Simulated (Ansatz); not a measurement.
# TeAs$_{2}$: a faulty run and its cure

The input below was meant for crystalline TeAs$_{2}$, with PBEsol, plane waves and PAW in Ansatz. Its settings were carried over from an input for a code that works in rydberg.

```yaml
crystal:
  lattice:
    - [-3.556454, 3.556454, 2.940516]
    - [3.556454, -3.556454, 2.940516]
    - [3.556454, 3.556454, -2.940516]
  atoms:
    - { symbol: Te, position: [0.75, 0.25, 0.5] }
    - { symbol: Te, position: [0.0, 0.0, 0.0] }
    - { symbol: As, position: [0.375, 0.625, 0.25] }
    - { symbol: As, position: [0.375, 0.125, 0.75] }
    - { symbol: As, position: [0.375, 0.625, 0.75] }
    - { symbol: As, position: [0.875, 0.625, 0.25] }
basis:
  ecutwfc: 25
kpoints:
  mp_grid: { grid: [8, 8, 8] }
hamiltonian:
  xc: pbesol
scf:
  occupations: { method: gaussian, width: 0.1 }
  max_iter: 64
output:
  forces: true
  stress: true
  eigenvalues: true
```

Command:

```bash
ansatz run input.yaml --threads 1 --pin off --max-ram 2560MiB --backend cpu --events-out ev --progress --plain --runs-dir out
```

The program printed:

```text
Error: inconsistent input (basis.ecutwfc, kpoints): the smallest per-k basis holds n_pw = 38 plane waves (k-point 46, counted from 0 among those solved) but the deck needs at least 47 band(s) per channel, and no run solves more bands than the smallest per-k basis has plane waves; raise basis.ecutwfc until the smallest per-k basis, which caps the automatic band count, holds at least 47 plane waves
```

Task: Why did this happen?

Result: The fault is a cutoff meant in rydberg typed as eV. A bare number is read in eV; 1 Ry is 13.606 eV. The cure is a cutoff in eV, here the recommended one.

Fix (which also takes the iteration limit of the reference run):

```diff
 basis:
-  ecutwfc: 25
+  ecutwfc: 420
 scf:
-  max_iter: 64
```

The mended run converges, with a pressure of -3.78 GPa, no gap.

The mended run took 21 s on 1 thread of Oxide Virtual Turin-like Processor (Zen 5), with other jobs on the host, peak memory 0.66 GiB.